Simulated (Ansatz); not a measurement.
**SrTl$_{3}$, a known structure type with other elements, at an estimated volume**

```yaml
crystal:
  lattice:
    - [4.89944, 0.00000, 0.00000]
    - [0.00000, 4.89944, 0.00000]
    - [0.00000, 0.00000, 4.95766]
  atoms:
    - { symbol: Sr, position: [0.00000, 0.00000, 0.00000] }
    - { symbol: Tl, position: [0.50000, 0.50000, 0.00000] }
    - { symbol: Tl, position: [0.00000, 0.50000, 0.50000] }
    - { symbol: Tl, position: [0.50000, 0.00000, 0.50000] }
```

Level: r2SCAN, no spin polarisation; 500 eV; 7×7×7 Γ-centred mesh; fermi-dirac occupations (width 0.0742 eV); Ansatz 0.2.0, fixed geometry.

(1) What do density and ELF say about some of the short contacts?

(2) Metal or insulator?

(3) Give the Bader charges.

(4) Is it stable against the elements?

(5) Is the cell too large or too small?

Origin: a known structure type with other elements, at an estimated volume, so it need not be a known compound.

Answers

(1) Sr–Tl at 3.46 Å: least valence density 0.09 e/Å³ and ELF 0.06 there. Tl–Tl at 3.46 Å: least valence density 0.12 e/Å³ and ELF 0.21 there. Both are smooth PAW fields, read partly inside the augmentation spheres.

(2) It is a metal, with about 2.8 states/eV a cell as the mean within 0.25 eV of the Fermi level, mostly Tl p (79 %).

(3) Bader charges in e: Sr +1.31, Tl -0.44. In the mean Sr gives up most and Tl takes most.

(4) -0.30 eV an atom against the elements' usual phases (free molecules for gases, crystals otherwise, with no correction for O₂ or N₂), so it is bound against them; other compounds may still compete. Relaxing would lower it.

(5) The pressure is 0.6 GPa (compression positive), so with the atoms held at these fractions the cell would first expand.
